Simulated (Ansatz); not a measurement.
CdTe: computed property card

CdTe:
```
CdTe
1.0
    4.63260     0.00000     0.00000
   -2.31630     4.01195     0.00000
    0.00000     0.00000     7.59637
Cd Te
2 2
Direct
  0.33333   0.66667   0.00029
  0.66667   0.33333   0.50029
  0.33333   0.66667   0.37471
  0.66667   0.33333   0.87471
```

Space group P6_3mc (No. 186), wurtzite; conventional cell a = 4.633 Å, b = 4.633 Å, c = 7.596 Å, α = 90.00°, β = 90.00°, γ = 120.00°.

Method: the program Ansatz at the r²SCAN level (PAW). Geometry: relaxed at this level of theory. Other levels are named where they apply.

### Cell and energy

```
Item                                                           Value
-----------------------------------------------------  -------------
Volume per atom                                             35.30 Å³
Density                                                   5.65 g/cm³
Formation energy from the elements (no fitted shifts)  -0.56 eV/atom
```

### Electronic structure

```
Property                                                                             Result
------------------------------------------------  -----------------------------------------
Band gap                                                                   1.21 eV (direct)
Valence-band maximum                                                                   at Γ
Conduction-band minimum                                                                at Γ
Electron effective mass                           0.086, 0.097, 0.097 mₑ (principal values)
Electron effective mass with spin–orbit coupling  0.079, 0.090, 0.090 mₑ (principal values)
Hole effective mass, band 1 of 2 at the edge                  1.2 along x, 1.2 along z (mₑ)
Hole effective mass, band 2 of 2 at the edge                0.093 along x, 1.2 along z (mₑ)
Hole effective mass with spin–orbit coupling          0.14, 0.14, 1.2 mₑ (principal values)
HSE06 gap on the r²SCAN cell                                                        1.55 eV
Gap with spin–orbit coupling                                                        0.94 eV
```

### Mechanics

```
Item                                                                                                             Result
-----------------------------------------------------------  ----------------------------------------------------------
Bulk modulus (Birch–Murnaghan fit)                                                                             40.0 GPa
Pressure derivative B′                                                                                              4.6
Elastic constants (relaxed ions, GPa)                        C11 = 59.3, C12 = 33.1, C13 = 26.6, C33 = 69.4, C44 = 11.5
Mechanical stability                                                             stable (all eigenvalues of C positive)
Hill bulk and shear moduli                                                                            40.1 and 13.7 GPa
Young's modulus                                                                                                36.9 GPa
Poisson's ratio                                                                                                    0.35
Debye temperature from the elastic constants                                                                      159 K
Piezoelectric stress constants (proper, relaxed ions, C/m²)            e15 = e24 = -0.05, e31 = e32 = -0.07, e33 = 0.06
```

### Phonons

```
Property                                                             Value
--------------------------------------------------  ----------------------
Highest zone-centre frequency (without LO–TO term)                142 cm⁻¹
Zone-centre stability                               no imaginary mode at Γ
```

### Charges

```
Item                          Value
-------------  --------------------
Bader charges  Cd +0.62, Te -0.62 e
```

The first step of the workflow began from a Materials Project structure, measured or hypothetical; the Crystallography Open Database copy checked does not list it. It is not the phase usual at ambient conditions (space group No. 216). The cell was relaxed with r²SCAN under the symmetry of its start. Signs of piezoelectric constants follow the polarity of the cell as given. The references are the lowest solids computed at this level, not always the standard phases. Spin–orbit coupling is left out wherever it is not named.

Potentials: the earlier of the program's two PAW sets.
